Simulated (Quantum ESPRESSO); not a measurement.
Field gradients of BaSrInSbO6 from a PBE PAW density (pw.x of a modified build of Quantum ESPRESSO, JTH datasets) with the all-electron reconstruction of Petrilli and co-workers, 22.5 Ha, k-mesh 5×5×5 through Γ:

```yaml
crystal:
  lattice:
    - [0.00000, 4.16172, 4.16172]
    - [4.16172, 0.00000, 4.16172]
    - [4.16172, 4.16172, 0.00000]
  atoms:
    - { symbol: Ba, position: [0.25000, 0.25000, 0.25000] }
    - { symbol: Sr, position: [0.75000, 0.75000, 0.75000] }
    - { symbol: In, position: [0.00000, 0.00000, 0.00000] }
    - { symbol: Sb, position: [0.50000, 0.50000, 0.50000] }
    - { symbol: O, position: [0.74056, 0.25944, 0.25944] }
    - { symbol: O, position: [0.74056, 0.25944, 0.74056] }
    - { symbol: O, position: [0.25944, 0.74056, 0.74056] }
    - { symbol: O, position: [0.25944, 0.74056, 0.25944] }
    - { symbol: O, position: [0.74056, 0.74056, 0.25944] }
    - { symbol: O, position: [0.25944, 0.25944, 0.74056] }
```
The geometry is a computed Materials Project entry, not a measured one. It is BaSrInSbO6 in F-43m; whether this form has been observed was not checked. Stability against distortions was not tested.

Vzz is the sum of three terms, each taken along its main axis: the smooth valence density, the ions (nucleus and frozen core) with the augmentation charges of all other spheres, and the all-electron minus smooth density in the atom's own sphere. The split hangs on the datasets.  Cores are frozen. Against all-electron runs on small test molecules, this scheme's |Vzz| missed by −2 to +6 % on O.

```
site                         smooth valence density  ions and other spheres  own sphere  Vzz (a.u.)
---------------------------  ----------------------  ----------------------  ----------  ----------
O (atoms 5, 6, 7, 8, 9, 10)                  -0.045                   0.327         ___         ___
```

Question: Fill in the missing entries.

Answer: 
- O (atoms 5, 6, 7, 8, 9, 10), own sphere: 0.845
- O (atoms 5, 6, 7, 8, 9, 10), Vzz (a.u.): 1.126
